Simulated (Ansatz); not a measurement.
Input:

TiSi:
```cif
data_Si4Ti4
_chemical_formula_sum 'Si4 Ti4'
_space_group_name_H-M_alt 'Fm-3m'
_space_group_IT_number 225
_space_group_name_Hall '-F 4 2 3'
_cell_length_a 5.08900
_cell_length_b 5.08900
_cell_length_c 5.08900
_cell_angle_alpha 90.000
_cell_angle_beta 90.000
_cell_angle_gamma 90.000
loop_
_atom_site_label
_atom_site_type_symbol
_atom_site_symmetry_multiplicity
_atom_site_Wyckoff_symbol
_atom_site_fract_x
_atom_site_fract_y
_atom_site_fract_z
_atom_site_occupancy
Si1 Si 4 a 0.00000 0.00000 0.00000 1
Ti1 Ti 4 b 0.50000 0.50000 0.50000 1
```
(The calculation used a cell of 2 atoms; values per cell refer to that cell.)

This is the r²SCAN-relaxed structure.

**Question.** All from plane-wave PAW r²SCAN (Ansatz code), unless another level is named. Predict the bulk modulus (Birch–Murnaghan fit).

**Answer.** 118 GPa.

**Question.** And the elastic constants (relaxed ions, GPa)?

**Answer.** C11 = 250, C12 = 51.4, C44 = 5.3.

The cell is a constructed one: a structure type filled with these elements; neither database checked (COD, Materials Project) lists it. COD files the formula under space group No. 25, so this cell is another polymorph or a model. Its standing as an ambient phase is unchecked. The cell was relaxed with r²SCAN under the symmetry of its start; its stability against distortions is not shown here. No spin polarisation was allowed. As this level gives no gap, shear constants depend on the k-mesh and smearing (Fermi–Dirac, 0.1 eV here).

Potentials: the later of the program's two PAW sets.
